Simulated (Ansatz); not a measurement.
GaAs (NiAs type, space group No. 194) at seven volumes, plane-wave PAW PBE (Ansatz code), shape and atoms relaxed at each. One row is withheld.

```csv
V (Å³/atom),P (GPa)
18.018,?
18.612,4.95
19.206,2.28
19.800,0.02
20.394,-1.84
20.988,-3.41
21.582,-4.66
```

**Question.** Fit the shown pressures and predict the withheld one.

**Answer.** P = (3/2)B₀(x^(7/2) − x^(5/2))[1 + (3/4)(B′ − 4)(x − 1)] with x = (V₀/V)^(2/3). Least squares on the six rows gives V₀ = 19.806 Å³/atom, B₀ = 67.9 GPa, B′ = 5.16. At V = 18.018, x = 1.0651 and P = 8.20 GPa. The run itself gave 8.07 GPa.

Space group P6_3/mmc (NiAs type). The start of the workflow was typed in or built on a structure type; neither database checked (COD, Materials Project) lists it. It is not the phase usual at ambient conditions (space group No. 216). The cell keeps a stress of up to 0.2 GPa. The cell was relaxed with PBE under the symmetry of its start; its stability against distortions is not shown here.

Potentials: the later of the program's two PAW sets.
